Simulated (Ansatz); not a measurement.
In DFT-r²SCAN+D4 in the program Ansatz with PAW potentials, BN in the hexagonal phase (P6_222; B on 3d, N on 3c) relaxes to a = 2.597 Å, c = 5.824 Å. Against the elements it lies at -0.36 eV/atom, with no fitted shifts.

It is gapped at this level: 4.26 eV (indirect). The valence maximum lies at Γ and the conduction minimum at M (3 equivalent valleys). HSE06 on the same cell gives 5.03 eV. The hole mass is 0.38, 3.0, 3.0 mₑ (principal values).

The bulk modulus is 396 GPa. The relaxed-ion elastic constants in GPa are C11 = 908, C12 = 156, C13 = 84.6, C33 = 1050, C44 = 328. The elastic constants imply a Debye temperature near 1850 K. Bader charges are B +2.19, N -2.19 e.

The start of the workflow was typed in or built on a structure type; neither database checked (COD, Materials Project) lists it. It is not the phase usual at ambient conditions (space group No. 186, 194, 216). Symmetry was held in the r²SCAN+D4 relaxation; its stability against distortions is not shown here. The references are the lowest solids computed at this level, not always the standard phases (solids in place of the gases).

Potentials: the later of the program's two PAW sets.
